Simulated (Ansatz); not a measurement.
Here is the system:

C:
```
CELL_PARAMETERS angstrom
      0.00000     4.79389     4.79389
      4.79389     0.00000     4.79389
      4.79389     4.79389     0.00000
ATOMIC_POSITIONS crystal
  C  0.00000 0.00000 0.00000
  C  0.25000 0.25000 0.25000
  C  0.08892 0.08892 0.08892
  C  0.16108 0.16108 0.16108
  C  0.73324 0.08892 0.08892
  C  0.51676 0.16108 0.16108
  C  0.08892 0.73324 0.08892
  C  0.16108 0.51676 0.16108
  C  0.08892 0.08892 0.73324
  C  0.16108 0.16108 0.51676
```

This is the r²SCAN-relaxed structure.

Question: All from r²SCAN in the plane-wave PAW code Ansatz, unless another level is named. Give the electron effective mass.

Answer: 1.2, 3.0, 9.6 mₑ (principal values).

Question: Next, the band gap?

Answer: 5.12 eV (smallest direct gap 5.13 eV).

Question: Next, the valence-band maximum?

Answer: at L.

Space group Fd-3m. The start of the workflow was typed in or built on a structure type. Its sites differ from those of the usual phase in this space group: another stacking or structure type. The r²SCAN relaxation kept the symmetry of its start; whether a distortion lowers the energy is not shown.

Potentials: the earlier of the program's two PAW sets.
